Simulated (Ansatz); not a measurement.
One compound in many structure types

Relaxing one composition in several structure types shows which are competitive, which pressure would favour, and how volume and gap change with structure.

The reference row is SnGe, wurtzite. The reference is the lowest phase computed, which need not be the stable form in nature.

Data:

Methods, by column (Ansatz, a plane-wave PAW program): energy: PBE, total energy at 0 K with the change to a 700 eV cutoff added (comparable within one formula alone); volume per atom: PBE, relaxed cell; gap: PBE; bulk modulus: PBE, equation-of-state fit.

Model: ΔE = E − E_ref; ΔV = V − V_ref; temperature scale ΔE/k_B = 11.605 K/meV × ΔE.

| crystal | E (eV/atom) | V (Å³/atom) | gap (eV) | B₀ (GPa) | ΔE (meV/atom) | ΔV (Å³/atom) | ΔE/k_B (K) |
|---|---|---|---|---|---|---|---|
| SnGe, PtS type, P4₂/mmc | −5159.201 | 30.19 | 0.00 | 32.3 | 353.0 | 0.24 | 4100 |
| SnGe, CsCl type | −5159.376 | 23.55 | 0.00 | 54.8 | 178.0 | −6.40 | 2100 |
| SnGe, NiAs type | −5159.403 | 24.72 | 0.00 | – | 151.0 | −5.23 | 1800 |
| SnGe, wurtzite, reference | −5159.554 | 29.95 | 0.00 | 45.8 | 0.0 | 0.00 | 0 |
| SnGe, WC type, P-6m2 | −5159.387 | 25.21 | 0.00 | 41.3 | 167.0 | −4.74 | 1900 |
| SnGe, cinnabar type, P6₂22 | −5159.435 | 27.07 | 0.00 | – | 119.0 | −2.88 | 1400 |
| SnGe, rock salt | −5159.430 | 24.41 | 0.00 | 56.2 | 124.0 | −5.54 | 1400 |
| SnGe, litharge type, P4/nmm | −5159.418 | 25.31 | 0.00 | 35.4 | 136.0 | −4.64 | 1600 |

Started from generated or typed cells, with no claim that the phase is known: SnGe, PtS type, P4₂/mmc; SnGe, CsCl type; SnGe, NiAs type; SnGe, wurtzite; SnGe, WC type, P-6m2; SnGe, cinnabar type, P6₂22; SnGe, rock salt; SnGe, litharge type, P4/nmm. No gap (0.00) means none at this level, which can close a small real gap. Spin–orbit coupling is left out unless named.

Worked example:

For SnGe, cinnabar type, P6₂22, step by step:

ΔE = 1000 × (−5159.435 − (−5159.554)) = 119.0 meV/atom; ΔV = 27.07 − 29.95 = −2.88 Å³/atom; ΔE/k_B: 11.605 × 119.0 = 1400 K.

Result:

By ΔE (lowest first): SnGe, wurtzite (0.0 ± 5.0), SnGe, cinnabar type, P6₂22 (119.0 ± 5.0) ≈ SnGe, rock salt (124.0 ± 5.0), SnGe, litharge type, P4/nmm (136.0 ± 5.0), SnGe, NiAs type (151.0 ± 5.0), SnGe, WC type, P-6m2 (167.0 ± 5.0), SnGe, CsCl type (178.0 ± 5.0), SnGe, PtS type, P4₂/mmc (353.0 ± 5.0). The ± follows from allowances picked for this note (energy 0.004 eV/atom, 3 meV/atom on the figure itself), carried to first order and added in quadrature, each row's own inputs moving alone; ≈ joins neighbours closer than their two ± added in quadrature.

Denser than the reference, so favoured by pressure; with fixed volumes the enthalpies cross at P ≈ 0.1602 ΔE/|ΔV|: SnGe, rock salt 0.1602 × 124.0/5.54 = 3.6 GPa, SnGe, CsCl type 0.1602 × 178.0/6.40 = 4.5 GPa, SnGe, NiAs type 0.1602 × 151.0/5.23 = 4.6 GPa, SnGe, litharge type, P4/nmm 0.1602 × 136.0/4.64 = 4.7 GPa. Each is against the reference alone, so another phase may come first, and differences in compressibility move them.

Caveats:

Vibrational free energy is left out, and phases that were not computed could lie lower. Rows are a sample of the computed phases of this formula. Limits of the draw: a spread of over 30 meV/atom, none over 0.9 eV/atom above the reference, within 8 meV/atom of the lowest or within 3 meV/atom of a neighbour. As a rule kept out of such tables: 4f compounds, open-shell compounds run without a Hubbard term, cells found unstable in the tests at hand, cells close to a higher symmetry, and runs set to a pressure or over 12 % in volume from the crystal's fullest run. A dash marks a value that is not given here.
